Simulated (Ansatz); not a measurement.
Data:

Sb:
```yaml
crystal:
  lattice:
    - [0.00000, 2.38704, 2.38704]
    - [2.38704, 0.00000, 2.38704]
    - [2.38704, 2.38704, 0.00000]
  atoms:
    - { symbol: Sb, position: [0.00000, 0.00000, 0.00000] }
```

This is the r²SCAN-relaxed structure.

### Question
All from r²SCAN (plane waves, PAW; program Ansatz), unless another level is named. Predict the electronic character.

### Answer
metallic (no gap).

### Question
Predict the density of states at the Fermi level.

### Answer
0.67 states/eV per atom (mean over ±0.08 eV).

### Question
Give the gap with spin–orbit coupling.

### Answer
none (metallic).

Space group Fm-3m (fcc (Cu type)). A made-up cell: these elements were put on the sites of a structure type; the Crystallography Open Database files this formula in space group No. 225, but the cells were not matched. It is not the phase usual at ambient conditions (space group No. 166). The cell was relaxed with r²SCAN under the symmetry of its start. At this level the phase is mechanically unstable. Spin–orbit coupling is left out wherever it is not named.

Potentials: the later of the program's two PAW sets.
